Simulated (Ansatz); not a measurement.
Level of theory: DFT, PBEsol, scalar-relativistic, collinear spin; plane waves to 420 eV with PAW datasets (Ansatz 0.2.0), Γ-centred 8×8×8 mesh, 0.05 eV Gaussian smearing; PAW files: Ansatz's generated set soft_2.

A crystal of composition XSe2, relaxed at this level of theory, gives this pattern between 10° and 80°.

Cu Kα1 powder pattern (kinematic, no thermal factors).
2θ (°) (relative intensity): 22.45 (57), 37.06 (100), 43.76 (30), 53.42 (17), 58.66 (13), 66.80 (35), 71.45 (9), 78.94 (11)

Which lattice and cell does the pattern come from?

Cubic, space group Fm-3m (No. 225), a = 6.855 Å, b = 6.855 Å, c = 6.855 Å, α = 90.00°, β = 90.00°, γ = 90.00°. The line positions fix the lattice at most, not the space group, and lines under 1 % of the strongest aren't listed; this is the group of the computed cell.

The calculation on XSe2, where X is one element, gave:

```json
{
 "Band gap": "zero (metallic)",
 "Density of states at the Fermi level": "about 2 states/(eV·atom)",
 "Magnetic state": "ferromagnetic (the only order tried)",
 "Site spin moments": "X 6.42; Se -0.10 μB",
 "Spin moment of the cell": "6.28 μB",
 "f electrons (orthogonalised atomic orbitals)": "X 6.61",
 "Formation energy from the elements (0 K, uncorrected)": "-1.15 eV/atom",
 "Bulk modulus (Birch–Murnaghan)": "52 GPa",
 "Pressure derivative B0′": "4.4"
}
```

Sites: X on 4a, Se on 8c.

Which element is X?
A. Pm
B. Eu
C. Tb
D. Sm

B. X is Eu, so the compound is EuSe2.

This is a trial structure made by placing the elements on a prototype's sites, so it needn't be the stable form.

Without a U the 4f levels of Eu lie too near the Fermi level, so their share of the states there, and what hangs on it, is overstated. For elements this heavy, spin–orbit coupling would shift levels and gaps; it isn't included here. The run wasn't fully tested for a lower electronic state. Site moments are of spin, integrated over atomic spheres. No antiparallel order was tried.
